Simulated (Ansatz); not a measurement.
NbZn3:
```
CELL_PARAMETERS angstrom
      3.90159     0.00000     0.00000
      0.00000     3.90159     0.00000
      0.00000     0.00000     3.90159
ATOMIC_POSITIONS crystal
  Nb 0.00000 0.00000 0.00000
  Zn 0.50000 0.00000 0.50000
  Zn 0.00000 0.50000 0.50000
  Zn 0.50000 0.50000 0.00000
```

This is the r²SCAN-relaxed structure.

All from DFT-r²SCAN in the program Ansatz with PAW potentials, unless another level is named. Give the formation energy from the elements (no fitted shifts).

-0.20 eV/atom.

Give the density of states at the Fermi level.

0.33 states/eV per atom (mean over ±0.08 eV).

Space group Pm-3m (Cu3Au type). The workflow started from a Materials Project entry (that database holds measured and hypothetical structures alike); the Crystallography Open Database files this formula in space group No. 221, but the cells were not matched. Its standing as an ambient phase is unchecked. The r²SCAN relaxation kept the symmetry of its start; its stability against distortions is not shown here. No spin polarisation was allowed. The references are the lowest solids computed at this level, not always the standard phases. Spin–orbit coupling is left out wherever it is not named.

Potentials: the later of the program's two PAW sets.
